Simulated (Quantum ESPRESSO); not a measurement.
## Ti2TaO5F3 (one run as intended and one with a planted mistake)

A calculation, not a measurement. The program is pw.x of Quantum ESPRESSO 7.5 (plane-wave density functional theory). The cell is made up: 11 atoms on a fluorite lattice with one site empty, with randomly drawn elements, strain and displacements, not relaxed. PseudoDojo standard norm-conserving files (v0.5 for PBE, v0.4.1 for LDA and PBEsol) set the functional; there is no spin polarisation, spin-orbit coupling or dispersion term, and the masses in the input are unused placeholders.

Intended input:

```
&control calculation='scf', pseudo_dir='./dojo.nc.sr.pbe.v0_5.standard.upf', outdir='./o', disk_io='low', tprnfor=.true., tstress=.true. /
&system ibrav=0, nat=11, ntyp=4, nbnd=50, ecutwfc=84.00895049, nosym=.true., tot_charge=0,
 occupations='smearing', smearing='fd', degauss=0.0018374661
/
&electrons conv_thr=7.350e-09, electron_maxstep=60, /
ATOMIC_SPECIES
F 1.0 F.upf
O 1.0 O.upf
Ta 1.0 Ta.upf
Ti 1.0 Ti.upf
CELL_PARAMETERS angstrom
4.9362 0.0317 0.0097
0.0317 5.0185 -0.0833
0.0097 -0.0833 5.0702
ATOMIC_POSITIONS angstrom
Ti 0.0538 2.4868 2.4696
Ti 2.4944 -0.05 2.5496
Ta 2.452 2.4416 -0.0382
O 1.203 1.2783 1.2555
F 1.2415 1.1993 3.8184
O 1.2748 3.7508 1.1999
F 1.235 3.717 3.6918
O 3.7913 1.2469 1.2809
O 3.7021 1.2192 3.7848
F 3.7371 3.7406 1.2042
O 3.7443 3.7957 3.7376
K_POINTS automatic
5 4 4 1 1 1
```

The log is shortened where brackets say so; the opening notice, blank lines, dates and the lines on written files are dropped, and the path of the files is cut. It prints rydbergs, bohrs and kilobars, and counts compression as positive stress. Where no state is partly filled, the Fermi energy that it prints is only some level between the filled and the empty states on the mesh, and need not lie in the true gap.

Log of the intended run:

```
     Program PWSCF v.7.5
     Parallel version (MPI & OpenMP), running on       4 processor cores
     Number of MPI processes:                 4
     Threads/MPI process:                     1
     [start-up lines left out]
     bravais-lattice index     =            0
     lattice parameter (alat)  =       9.3283  a.u.
     unit-cell volume          =     847.3259 (a.u.)^3
     number of atoms/cell      =           11
     number of atomic types    =            4
     number of electrons       =        88.00
     number of Kohn-Sham states=           50
     kinetic-energy cutoff     =      84.0090  Ry
     charge density cutoff     =     336.0358  Ry
     scf convergence threshold =      7.3E-09
     mixing beta               =       0.7000
     number of iterations used =            8  plain     mixing
     Exchange-correlation= PBE
                           (   1   4   3   4   0   0   0)
     [axes and pseudopotential details left out]
   Cartesian axes
     site n.     atom                  positions (alat units)
         1        Ti     tau(   1) = (   0.0108988   0.5037770   0.5002926  )
         2        Ti     tau(   2) = (   0.5053166  -0.0101290   0.5164990  )
         3        Ta     tau(   3) = (   0.4967272   0.4946203  -0.0077386  )
         4        O      tau(   4) = (   0.2437042   0.2589585   0.2543397  )
         5        F      tau(   5) = (   0.2515036   0.2429547   0.7735331  )
         6        O      tau(   6) = (   0.2582495   0.7598386   0.2430762  )
         7        F      tau(   7) = (   0.2501868   0.7529914   0.7478864  )
         8        O      tau(   8) = (   0.7680431   0.2525975   0.2594853  )
         9        O      tau(   9) = (   0.7499730   0.2469860   0.7667264  )
        10        F      tau(  10) = (   0.7570633   0.7577723   0.2439473  )
        11        O      tau(  11) = (   0.7585219   0.7689345   0.7571646  )
     number of k points=    40  Fermi-Dirac smearing, width (Ry)=  0.0018
                       cart. coord. in units 2pi/alat
        k(    1) = (   0.0989607   0.1243786   0.1235533), wk =   0.0500000
        k(    2) = (   0.0984563   0.1284229   0.3670189), wk =   0.0500000
     [further k points left out]
     Dense  grid:    88119 G-vectors     FFT dimensions: (  60,  60,  60)
     Estimated max dynamical RAM per process >     229.26 MB
     Estimated total dynamical RAM >     852.51 MB
     Initial potential from superposition of free atoms
     starting charge      87.9959, renormalised to      88.0000
     Starting wfcs are   62 randomized atomic wfcs
     total cpu time spent up to now is        8.7 secs
     per-process dynamical memory:   165.0 Mb
     Self-consistent Calculation
     iteration #  1     ecut=    84.01 Ry     beta= 0.70
     Davidson diagonalization with overlap
     ethr =  1.00E-02,  avg # of iterations =  2.0
     total cpu time spent up to now is       19.1 secs
     total energy              =    -678.46918112 Ry
     estimated scf accuracy    <       5.47995328 Ry
     iteration #  2     ecut=    84.01 Ry     beta= 0.70
     Davidson diagonalization with overlap
     ethr =  6.23E-03,  avg # of iterations =  8.5
     total cpu time spent up to now is       42.7 secs
     total energy              =    -670.70781300 Ry
     estimated scf accuracy    <     104.00235886 Ry
     [iterations 3 to 21 left out]
     iteration # 22     ecut=    84.01 Ry     beta= 0.70
     Davidson diagonalization with overlap
     ethr =  1.32E-10,  avg # of iterations =  1.4
     total cpu time spent up to now is      341.9 secs
     total energy              =    -681.60990560 Ry
     estimated scf accuracy    <       0.00000003 Ry
     iteration # 23     ecut=    84.01 Ry     beta= 0.70
     Davidson diagonalization with overlap
     ethr =  3.86E-11,  avg # of iterations =  5.7
     total cpu time spent up to now is      354.8 secs
     End of self-consistent calculation
     [lines on levels left out]
     the Fermi energy is     9.0134 ev
!    total energy              =    -681.60990561 Ry
     estimated scf accuracy    <          3.2E-09 Ry
     smearing contrib. (-TS)   =      -0.00000000 Ry
     internal energy E=F+TS    =    -681.60990561 Ry
     The total energy is F=E-TS. E is the sum of the following terms:
     one-electron contribution =    -234.54305529 Ry
     hartree contribution      =     160.43057496 Ry
     xc contribution           =    -138.53138711 Ry
     ewald contribution        =    -468.96603816 Ry
     convergence has been achieved in  23 iterations
     Forces acting on atoms (cartesian axes, Ry/au):
     atom    1 type  4   force =    -0.06841526   -0.04288084   -0.08331094
     atom    2 type  4   force =     0.08785331    0.02278987   -0.03641722
     atom    3 type  3   force =     0.08273357   -0.06267343    0.09686418
     atom    4 type  2   force =     0.07321002    0.05183099    0.02944020
     atom    5 type  1   force =    -0.00053802    0.02157141   -0.01211384
     atom    6 type  2   force =     0.05844451   -0.03092234    0.03746245
     atom    7 type  1   force =     0.02217516   -0.02960306    0.00817342
     atom    8 type  2   force =    -0.08993621    0.06539572    0.02232367
     atom    9 type  2   force =    -0.07541552    0.06831676   -0.00832194
     atom   10 type  1   force =    -0.01098708   -0.01444115    0.00499276
     atom   11 type  2   force =    -0.07912449   -0.04938393   -0.05909273
     Total force =     0.309432     Total SCF correction =     0.000147
     Computing stress (Cartesian axis) and pressure
          total   stress  (Ry/bohr**3)                   (kbar)     P=     -176.84
  -0.00097452  -0.00004971   0.00043690         -143.36       -7.31       64.27
  -0.00004971  -0.00118144   0.00018630           -7.31     -173.80       27.41
   0.00043690   0.00018630  -0.00145050           64.27       27.41     -213.38
     init_run     :      8.16s CPU      8.44s WALL (       1 calls)
     electrons    :    345.10s CPU    346.14s WALL (       1 calls)
     forces       :      1.72s CPU      1.75s WALL (       1 calls)
     stress       :      6.17s CPU      6.18s WALL (       1 calls)
     [timing details left out]
     PWSCF        :   6m 1.46s CPU   6m 2.86s WALL
     JOB DONE.
```

A second run has one planted mistake: two atoms have their elements exchanged. The input lines that differ, file-writing options aside:

```
- F 3.7371 3.7406 1.2042
+ O 3.7371 3.7406 1.2042
- O 3.7443 3.7957 3.7376
+ F 3.7443 3.7957 3.7376
```

Its log:

```
     Program PWSCF v.7.5
     Parallel version (MPI & OpenMP), running on       4 processor cores
     Number of MPI processes:                 4
     Threads/MPI process:                     1
     [start-up lines left out]
     bravais-lattice index     =            0
     lattice parameter (alat)  =       9.3283  a.u.
     unit-cell volume          =     847.3259 (a.u.)^3
     number of atoms/cell      =           11
     number of atomic types    =            4
     number of electrons       =        88.00
     number of Kohn-Sham states=           50
     kinetic-energy cutoff     =      84.0090  Ry
     charge density cutoff     =     336.0358  Ry
     scf convergence threshold =      7.3E-09
     mixing beta               =       0.7000
     number of iterations used =            8  plain     mixing
     Exchange-correlation= PBE
                           (   1   4   3   4   0   0   0)
     [axes and pseudopotential details left out]
   Cartesian axes
     site n.     atom                  positions (alat units)
         1        Ti     tau(   1) = (   0.0108988   0.5037770   0.5002926  )
         2        Ti     tau(   2) = (   0.5053166  -0.0101290   0.5164990  )
         3        Ta     tau(   3) = (   0.4967272   0.4946203  -0.0077386  )
         4        O      tau(   4) = (   0.2437042   0.2589585   0.2543397  )
         5        F      tau(   5) = (   0.2515036   0.2429547   0.7735331  )
         6        O      tau(   6) = (   0.2582495   0.7598386   0.2430762  )
         7        F      tau(   7) = (   0.2501868   0.7529914   0.7478864  )
         8        O      tau(   8) = (   0.7680431   0.2525975   0.2594853  )
         9        O      tau(   9) = (   0.7499730   0.2469860   0.7667264  )
        10        O      tau(  10) = (   0.7570633   0.7577723   0.2439473  )
        11        F      tau(  11) = (   0.7585219   0.7689345   0.7571646  )
     number of k points=    40  Fermi-Dirac smearing, width (Ry)=  0.0018
                       cart. coord. in units 2pi/alat
        k(    1) = (   0.0989607   0.1243786   0.1235533), wk =   0.0500000
        k(    2) = (   0.0984563   0.1284229   0.3670189), wk =   0.0500000
     [further k points left out]
     Dense  grid:    88119 G-vectors     FFT dimensions: (  60,  60,  60)
     Estimated max dynamical RAM per process >     229.26 MB
     Estimated total dynamical RAM >     852.51 MB
     Initial potential from superposition of free atoms
     starting charge      87.9959, renormalised to      88.0000
     Starting wfcs are   62 randomized atomic wfcs
     total cpu time spent up to now is        5.8 secs
     per-process dynamical memory:   165.0 Mb
     Self-consistent Calculation
     iteration #  1     ecut=    84.01 Ry     beta= 0.70
     Davidson diagonalization with overlap
     ethr =  1.00E-02,  avg # of iterations =  2.0
     total cpu time spent up to now is       14.6 secs
     total energy              =    -678.39599104 Ry
     estimated scf accuracy    <       5.57311901 Ry
     iteration #  2     ecut=    84.01 Ry     beta= 0.70
     Davidson diagonalization with overlap
     ethr =  6.33E-03,  avg # of iterations =  8.9
     total cpu time spent up to now is       32.2 secs
     total energy              =    -670.22471164 Ry
     estimated scf accuracy    <     111.00239011 Ry
     [iterations 3 to 22 left out]
     iteration # 23     ecut=    84.01 Ry     beta= 0.70
     Davidson diagonalization with overlap
     ethr =  3.82E-11,  avg # of iterations =  1.7
     total cpu time spent up to now is      247.7 secs
     total energy              =    -681.61981040 Ry
     estimated scf accuracy    <       0.00000001 Ry
     iteration # 24     ecut=    84.01 Ry     beta= 0.70
     Davidson diagonalization with overlap
     ethr =  1.51E-11,  avg # of iterations =  4.8
     total cpu time spent up to now is      257.6 secs
     End of self-consistent calculation
     [lines on levels left out]
     the Fermi energy is     9.1742 ev
!    total energy              =    -681.61981040 Ry
     estimated scf accuracy    <          2.7E-09 Ry
     smearing contrib. (-TS)   =      -0.00000016 Ry
     internal energy E=F+TS    =    -681.61981024 Ry
     The total energy is F=E-TS. E is the sum of the following terms:
     one-electron contribution =    -234.70150156 Ry
     hartree contribution      =     160.64225621 Ry
     xc contribution           =    -138.56950669 Ry
     ewald contribution        =    -468.99105820 Ry
     convergence has been achieved in  24 iterations
     Forces acting on atoms (cartesian axes, Ry/au):
     atom    1 type  4   force =    -0.07123598   -0.04341990   -0.19832369
     atom    2 type  4   force =     0.08441792    0.02866734   -0.17156599
     atom    3 type  3   force =     0.09042997   -0.04926890    0.23792453
     atom    4 type  2   force =     0.07680094    0.04934821    0.03244674
     atom    5 type  1   force =    -0.00928508    0.01557048   -0.01222244
     atom    6 type  2   force =     0.03952576   -0.03211571    0.03671904
     atom    7 type  1   force =     0.03350864   -0.02604295    0.01319403
     atom    8 type  2   force =    -0.08704055    0.04687705    0.02256217
     atom    9 type  2   force =    -0.07420709    0.07595862   -0.01052610
     atom   10 type  2   force =    -0.04646143   -0.04208457    0.05316215
     atom   11 type  1   force =    -0.03645310   -0.02348967   -0.00337045
     Total force =     0.443833     Total SCF correction =     0.000134
     Computing stress (Cartesian axis) and pressure
          total   stress  (Ry/bohr**3)                   (kbar)     P=     -172.23
  -0.00091457  -0.00005868   0.00020530         -134.54       -8.63       30.20
  -0.00005868  -0.00115966  -0.00012254           -8.63     -170.59      -18.03
   0.00020530  -0.00012254  -0.00143825           30.20      -18.03     -211.57
     init_run     :      5.28s CPU      5.49s WALL (       1 calls)
     electrons    :    251.23s CPU    251.84s WALL (       1 calls)
     forces       :      1.64s CPU      1.66s WALL (       1 calls)
     stress       :      5.73s CPU      5.73s WALL (       1 calls)
     [timing details left out]
     PWSCF        :   4m24.24s CPU   4m25.13s WALL
     JOB DONE.
```

```
                                            intended run  run with the mistake
                          free energy (eV)     -9273.775             -9273.910
                    smearing term -TS (eV)        0.0000                0.0000
                            pressure (GPa)        -17.68                -17.22
            largest force component (eV/Å)         2.490                 6.117
largest change of a force component (eV/Å)                               3.627
                                iterations            23                    24
```

For scale, a rerun of the intended cell at 1437 eV and a 7 x 6 x 6 mesh moved values by no more than 0.002 eV in energy, 0.06 GPa in stress and 0.011 eV/Å in force.